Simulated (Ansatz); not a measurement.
Data:

Bi2HSe3:
```yaml
crystal:
  lattice:
    - [2.00623, 1.15830, 10.24813]
    - [-2.00623, 1.15830, 10.24813]
    - [0.00000, -2.31659, 10.24813]
  atoms:
    - { symbol: Se, position: [0.00118, 0.00118, 0.00118] }
    - { symbol: Bi, position: [0.60472, 0.60472, 0.60472] }
    - { symbol: Bi, position: [0.39903, 0.39903, 0.39903] }
    - { symbol: Se, position: [0.21263, 0.21263, 0.21263] }
    - { symbol: Se, position: [0.78620, 0.78620, 0.78620] }
    - { symbol: H, position: [0.16190, 0.16190, 0.16190] }
```

This is the LDA-relaxed structure.

Task: All from DFT-LDA in the program Ansatz with PAW potentials, unless another level is named. Give the electronic character.

Result: metallic (no gap).

Task: What about the formation energy from the elements (no fitted shifts)?

Result: -0.13 eV/atom.

Task: Give the density of states at the Fermi level.

Result: 0.39 states/eV per atom (mean over ±0.08 eV).

Space group R3m. The start of the workflow was typed in or built on a structure type; neither database checked (COD, Materials Project) lists it. Its standing as an ambient phase is unchecked. The LDA relaxation kept the symmetry of its start; whether a distortion lowers the energy is not shown. A crystal of weakly bound layers computed without a dispersion correction: the cell and the soft elastic constants depend strongly on that. With an odd number of electrons in the cell and no spin polarisation, the count alone makes it a metal. The references are the lowest solids computed at this level, not always the standard phases (solids in place of the gases). Spin–orbit coupling is left out wherever it is not named.

Potentials: the earlier of the program's two PAW sets.
